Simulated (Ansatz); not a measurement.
BN in space group R3m (No. 160; B on 3a, N on 3a) at seven volumes, r²SCAN+D4 in the plane-wave PAW code Ansatz, shape and atoms relaxed at each. One row is withheld.

| V (Å³/atom) | P (GPa) |
|---|---|
| 8.098 | 4.75 |
| 8.365 | 2.67 |
| 8.632 | 1.12 |
| 8.898 | 0.00 |
| 9.165 | -0.80 |
| 9.432 | ? |
| 9.699 | -1.71 |

Q: Fit the shown pressures and predict the withheld one.

A: P = (3/2)B₀(x^(7/2) − x^(5/2))[1 + (3/4)(B′ − 4)(x − 1)] with x = (V₀/V)^(2/3). Least squares on the six rows gives V₀ = 8.897 Å³/atom, B₀ = 31.9 GPa, B′ = 10.32. At V = 9.432, x = 0.9618 and P = -1.36 GPa. The run itself gave -1.35 GPa.

The first step of the workflow began from a Materials Project structure, measured or hypothetical; the Crystallography Open Database copy checked does not list it. It is not the phase usual at ambient conditions (space group No. 186, 194, 216). The cell was relaxed with r²SCAN+D4 under the symmetry of its start; whether a distortion lowers the energy is not shown.

Potentials: the later of the program's two PAW sets.
